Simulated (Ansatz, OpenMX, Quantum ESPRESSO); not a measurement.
## One calculation of V, 3 ways

```
V
1.0
     2.62059    0.00000    0.00000
    -0.87353    2.47072    0.00000
     0.00000    0.00000   25.69853
V
6
Direct
  0.50000 0.50000 0.29185
  0.00000 0.00000 0.37511
  0.50000 0.50000 0.45837
  0.00000 0.00000 0.54163
  0.50000 0.50000 0.62489
  0.00000 0.00000 0.70815
```

Alike in all runs: functional PBE; k mesh 11 × 11 × 1; occupations fermi-dirac, width 0.05 eV; collinear spin, ferromagnetic start; no spin-orbit coupling.

```csv
program and potentials,plane-wave cutoff (eV),notes,net moment per atom (μB),largest force (eV/Å)
"Ansatz, Ansatz PAW",420,-,0.00,0.597
"OpenMX, OpenMX 2013 PBE set, V6.0-s3p2d2, grid cutoff 400 Ry",-,atomic basis,0.00,0.602
"Quantum ESPRESSO, PseudoDojo 0.4.1 SR PBE standard",1143,-,0.00,0.595
```

Force on atom 6 (V), eV/Å:

| program and potentials | x | y | z |
| --- | --- | --- | --- |
| Ansatz, Ansatz PAW | 0.000 | 0.000 | -0.597 |
| OpenMX, OpenMX 2013 PBE set, V6.0-s3p2d2, grid cutoff 400 Ry | 0.000 | 0.000 | -0.602 |
| Quantum ESPRESSO, PseudoDojo 0.4.1 SR PBE standard | 0.000 | 0.000 | -0.595 |

All agree on the net moment per atom. The state is the one that the start led to, which needn't be the lowest. The atoms of the given cell lie far from their minimum at this level. Rows in atomic bases carry the error of their basis and grid, which can be large.

Differences between rows come from potentials, basis sets and numerical settings, since the functional is the same but for its coding. Runs on potential files found faulty are left out.
